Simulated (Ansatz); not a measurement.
A plane-wave DFT run in Ansatz 0.2.0 (scalar-relativistic PAW potentials unless the input names others): input and command.

```yaml
crystal:
  lattice:
    - [2.9899722579, 0.0, 0.0]
    - [-1.494986129, 2.589391932, 0.0]
    - [0.0, 0.0, 10.4858923697]
  atoms:
    - { symbol: Ga, position: [0.0, 0.0, 0.0] }
    - { symbol: Ga, position: [0.3333333333, 0.6666666667, 0.634442537] }
    - { symbol: Ga, position: [0.6666666667, 0.3333333333, 0.365557463] }
    - { symbol: F, position: [0.3333333333, 0.6666666667, 0.2170824147] }
    - { symbol: F, position: [0.6666666667, 0.3333333333, 0.7829175853] }
basis:
  ecutwfc: 420
kpoints:
  mp_grid: { grid: [12, 12, 4] }
hamiltonian:
  xc: pbe
scf:
  occupations: { method: gaussian, width: 0.1 }
  max_iter: 80
output:
  forces: true
  eigenvalues: true
  stress: true
total_charge: -4
```

```bash
ansatz run input.yaml --threads 1 --pin off --max-ram 2560MiB --backend cpu --events-out ev --progress --plain --runs-dir out
```

Abridged log:
```
Basis set: ecut = 420 eV, 1535 PW (Γ), exchange–correlation on 40×40×144 points (8 copies of the dense FFT grid, shifted against one another)
Bands: 35, of which v1, the nominal top of the filled ones, is band 29 counted from 1 (28 counted from 0)
Symmetry: 12 space group operations
k-points: 69 of 576
SCF iter   1: F=—  HF=-12963.981109 eV  |F-HF|=—  |Δ(HF+E_count)|=         —  Δρ=4.76e-1  dr2=1.18e2  ethr=1.77e-3  ⟨swp⟩=6.2  Hψ=10605  notcnv=0
SCF iter   2: F=—  HF=-12937.501781 eV  |F-HF|=—  |Δ(HF+E_count)|=    2.65e1  Δρ=1.51e-1  dr2=2.07e1  ethr=1.77e-3  ⟨swp⟩=3.9  Hψ=7599  notcnv=0  defer=106
SCF iter   3: F=—  HF=-12932.392948 eV  |F-HF|=—  |Δ(HF+E_count)|=    5.11e0  Δρ=8.07e-2  dr2=6.76e0  ethr=1.77e-3  ⟨swp⟩=3.2  Hψ=7397  notcnv=0  defer=102
SCF iter   4: F=—  HF=-12930.701203 eV  |F-HF|=—  |Δ(HF+E_count)|=    1.69e0  Δρ=2.82e-2  dr2=1.83e0  ethr=1.77e-3  ⟨swp⟩=2.7  Hψ=5270  notcnv=0  defer=105
SCF iter   5: F=—  HF=-12930.492256 eV  |F-HF|=—  |Δ(HF+E_count)|=   2.09e-1  Δρ=1.60e-2  dr2=9.33e-2  ethr=1.77e-3  ⟨swp⟩=3.2  Hψ=5119  notcnv=0  defer=103
SCF iter   6: F=—  HF=-12930.411594 eV  |F-HF|=—  |Δ(HF+E_count)|=   8.07e-2  Δρ=7.86e-3  dr2=3.16e-2  ethr=1.64e-4  ⟨swp⟩=2.0  Hψ=4946  notcnv=0  defer=112
SCF iter   7: F=—  HF=-12930.408034 eV  |F-HF|=—  |Δ(HF+E_count)|=   3.56e-3  Δρ=1.38e-3  dr2=4.20e-3  ethr=5.54e-5  ⟨swp⟩=2.0  Hψ=4290  notcnv=0  defer=112
SCF iter   8: F=—  HF=-12930.408157 eV  |F-HF|=—  |Δ(HF+E_count)|=   1.23e-4  Δρ=5.78e-4  dr2=7.91e-4  ethr=7.38e-6  ⟨swp⟩=2.9  Hψ=3544  notcnv=0  defer=112
SCF iter   9: F=—  HF=-12930.408105 eV  |F-HF|=—  |Δ(HF+E_count)|=   5.16e-5  Δρ=2.03e-4  dr2=1.05e-4  ethr=1.39e-6  ⟨swp⟩=1.0  Hψ=2302  notcnv=0  defer=112
SCF iter  10: F=—  HF=-12930.408088 eV  |F-HF|=—  |Δ(HF+E_count)|=   1.75e-5  Δρ=5.46e-5  dr2=6.33e-6  ethr=1.84e-7  ⟨swp⟩=2.0  Hψ=3487  notcnv=0  defer=112
SCF iter  11: F=—  HF=-12930.408057 eV  |F-HF|=—  |Δ(HF+E_count)|=   3.07e-5  Δρ=3.15e-5  dr2=1.11e-6  ethr=1.11e-8  ⟨swp⟩=2.0  Hψ=3485  notcnv=0  defer=112
SCF iter  12: F=—  HF=-12930.408056 eV  |F-HF|=—  |Δ(HF+E_count)|=   3.41e-7  Δρ=6.58e-6  dr2=1.41e-7  ethr=1.96e-9  ⟨swp⟩=2.0  Hψ=3653  notcnv=0  defer=112
SCF iter  13: F=-12930.408056 eV  HF=-12930.408056 eV  |F-HF|=7.85e-9  |Δ(HF+E_count)|=   9.57e-9  Δρ=2.10e-6  dr2=8.43e-9  ethr=1.75e-10  ⟨swp⟩=9.4  Hψ=11424  notcnv=0
SCF 1 converged in 13 iterations: F = -12930.408056 eV  dr2 = 8.43e-9
SCF converged after 13 iterations
Free energy (F): -12930.408056 eV
Harris-Foulkes:  -12930.408056 eV  (|F-HF|=7.85e-9)
Internal energy: -12930.395492 eV  (E = F + TS)
E sigma→0 (E₀):  -12930.401774 eV
Entropy (-TS):   -0.012564 eV (-2.513 meV/atom)
Fermi energy:    9.697581 eV
--- Forces (eV/Å), atoms counted from 1 ---
  atom   1  Ga     0.00000000     0.00000000     0.00000000
  atom   2  Ga     0.00000000     0.00000000    -2.85685662
  atom   3  Ga     0.00000000     0.00000000     2.85685662
  atom   4  F      0.00000000     0.00000000    -1.82136658
  atom   5  F      0.00000000     0.00000000     1.82136658
--- Stress (GPa, compression-positive) ---
       -2.514246       0.000000       0.000000
        0.000000      -2.514246       0.000000
        0.000000       0.000000      18.219381
  P = ⅓ Tr σ = 4.3970 GPa (43.970 kbar)
```

**Question.** What is wrong with this input?

**Answer.** The fault is a net charge on a solid that should be neutral, 4 electrons a cell too many, offset by a uniform background, so that energy and pressure hang on that convention (total_charge: not typed → -4, the first being the value of the sound run). Setting it back cures it. The run converged all the same, with a total energy on another zero, pressure 4.40 GPa (with the neutralising background of the charged cell), largest force 2.857 eV/Å, no gap on the mesh, so convergence alone doesn't show that an input is right. A reference run on usual settings, whose relaxation ended at this geometry, converged, and the end of its own relaxation has pressure 0.02 GPa, largest force 0.002 eV/Å, no gap on the mesh.

It took 9.8 s on 1 thread of Intel(R) Xeon(R) 6975P-C (Granite Rapids), with other jobs on the host, peak memory 0.44 GiB.